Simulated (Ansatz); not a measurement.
HPbBrO:
```
CELL_PARAMETERS angstrom
      7.40396     0.00000     0.00000
      0.00000     4.09267     0.00000
      0.00000     0.00000    10.01052
ATOMIC_POSITIONS crystal
  H  0.30011 0.25000 0.61666
  H  0.69989 0.75000 0.38334
  H  0.19989 0.75000 0.11666
  H  0.80011 0.25000 0.88334
  Pb 0.19653 0.25000 0.91711
  Pb 0.80347 0.75000 0.08289
  Pb 0.30347 0.75000 0.41711
  Pb 0.69653 0.25000 0.58289
  Br 0.05594 0.75000 0.68073
  Br 0.94406 0.25000 0.31927
  Br 0.44406 0.25000 0.18073
  Br 0.55594 0.75000 0.81927
  O  0.37853 0.25000 0.53945
  O  0.62147 0.75000 0.46055
  O  0.12147 0.75000 0.03945
  O  0.87853 0.25000 0.96055
```

Relaxed with r²SCAN+D4. Special points in fractions of this cell's reciprocal vectors: Γ (0.000, 0.000, 0.000); X (0.500, 0.000, 0.000); S (0.500, 0.500, 0.000); Y (0.000, 0.500, 0.000); Z (0.000, 0.000, 0.500); U (0.500, 0.000, 0.500); R (0.500, 0.500, 0.500); T (0.000, 0.500, 0.500).

Problem. List the band energies nearest the valence-band maximum at these points for the program Ansatz at the r²SCAN+D4 with spin–orbit coupling level (PAW).

Solution. In eV from the valence-band maximum; about four levels below and three above (degenerate sets whole), none deeper than 8.9 eV; points with the same levels are listed once.

```
k                    below                above
-  -----------------------  -------------------
Γ  -0.32 -0.32 -0.01 -0.01  3.34 3.34 3.70 3.70
X  -0.25 -0.25 -0.25 -0.25  3.35 3.35 3.35 3.35
S  -0.74 -0.74 -0.74 -0.74  4.01 4.01 4.01 4.01
Y  -0.13 -0.13 -0.13 -0.13  3.85 3.85 3.85 3.85
Z  -0.14 -0.14 -0.14 -0.14  3.45 3.45 3.45 3.45
U  -0.33 -0.33 -0.33 -0.33  3.40 3.40 3.40 3.40
R  -0.59 -0.59 -0.59 -0.59  3.98 3.98 3.98 3.98
T  -0.27 -0.27 -0.27 -0.27  3.61 3.61 3.61 3.61
```

Space group Pnma. The first step of the workflow began from a Materials Project structure, measured or hypothetical; the Crystallography Open Database copy checked does not list it. Its standing as an ambient phase is unchecked. The cell was relaxed with r²SCAN+D4 under the symmetry of its start; of distortions, only those at the zone centre were tested.

Potentials: the later of the program's two PAW sets.
